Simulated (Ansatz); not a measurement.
Relaxed-ion elastic tensor of W (A15 (β-W type), Pm-3n) in GPa (Voigt order), plane-wave PAW PBEsol (Ansatz code); density 19.16 g/cm³, 15.93 Å³ per atom.

```
628  162  162  0.0  0.0  0.0
162  628  162  0.0  0.0  0.0
162  162  628  0.0  0.0  0.0
0.0  0.0  0.0  101  0.0  0.0
0.0  0.0  0.0  0.0  101  0.0
0.0  0.0  0.0  0.0  0.0  101
```

Question: Is the crystal mechanically stable?

Answer: Yes: the smallest eigenvalue of C is 101 GPa.

Question: Work out the Voigt, Reuss and Hill averages.

Answer: K_V = 318, K_R = 318, K_H = 318; G_V = 154, G_R = 131, G_H = 142 GPa.

Question: Give Young's modulus, Poisson's ratio, Pugh's ratio and the universal anisotropy index.

Answer: E = 9KG/(3K + G) = 371 GPa; ν = 0.31; K/G = 2.23 (ductile by the Pugh limit of 1.75); A_U = 5G_V/G_R + K_V/K_R − 6 = 0.89.

Question: Estimate the sound speeds and the Debye temperature.

Answer: v_l = √((K + 4G/3)/ρ) = 5140 m/s, v_t = √(G/ρ) = 2720 m/s, mean 3040 m/s; Θ = (h/k)(3n/4πV)^(1/3) v_m = 360 K.

Question: Give the Zener ratio and Young's modulus along [100], [110] and [111].

Answer: A = 2C44/(C11 − C12) = 0.43; 1/E = S11 − 2(S11 − S12 − S44/2)Γ with Γ = 0, 1/4, 1/3 gives 562, 314, 274 GPa.

The workflow started from an entry of the Crystallography Open Database (COD), which files this formula under 6 space groups. It is not the phase usual at ambient conditions (space group No. 229). The PBEsol relaxation kept the symmetry of its start; whether a distortion lowers the energy is not shown. The run is not spin-polarised. As this level gives no gap, shear constants depend on the k-mesh and smearing (Fermi–Dirac, 0.1 eV here). Spin–orbit coupling is left out wherever it is not named.

Potentials: the earlier of the program's two PAW sets. The files were generated under PBE; for other functionals the program regenerates the frozen cores, and for LDA and PBEsol the local potential too.
